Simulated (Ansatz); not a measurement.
Sr3SbN:
```xyz
5
Lattice="5.1857 0.0000 0.0000 0.0000 5.1857 0.0000 0.0000 0.0000 5.1857" Properties=species:S:1:pos:R:3 pbc="T T T"
Sr     0.0000     2.5928     2.5928
Sr     2.5928     0.0000     2.5928
Sr     2.5928     2.5928     0.0000
Sb     0.0000     0.0000     0.0000
N      2.5928     2.5928     2.5928
```

Relaxed with r²SCAN. Special points in fractions of this cell's reciprocal vectors: Γ (0.000, 0.000, 0.000); X (0.000, 0.500, 0.000); M (0.500, 0.500, 0.000); R (0.500, 0.500, 0.500).

Task: List the band energies nearest the valence-band maximum at these points for plane-wave PAW r²SCAN (Ansatz code).

Result: In eV from the valence-band maximum; about four levels below and three above (degenerate sets whole), none deeper than 8.9 eV; points with the same levels are listed once.

| k | below | above |
|---|---|---|
| Γ | -1.05 -1.05 -1.05 0.00 0.00 0.00 | 0.57 0.57 1.67 |
| X | -1.39 -1.39 -0.55 -0.55 | 1.78 2.39 2.53 |
| M | -1.65 -1.52 -1.52 -0.82 | 2.56 3.31 3.31 |
| R | -2.32 -2.32 -2.32 -1.71 -1.71 -1.71 | 2.26 2.26 2.26 |

Space group Pm-3m (anti-perovskite). The first step of the workflow began from a Materials Project structure, measured or hypothetical; the Crystallography Open Database copy checked does not list it. Whether it is the stable phase at ambient conditions was not checked. The cell was relaxed with r²SCAN under the symmetry of its start; whether a distortion lowers the energy is not shown. Spin–orbit coupling is left out wherever it is not named.

Potentials: the later of the program's two PAW sets.
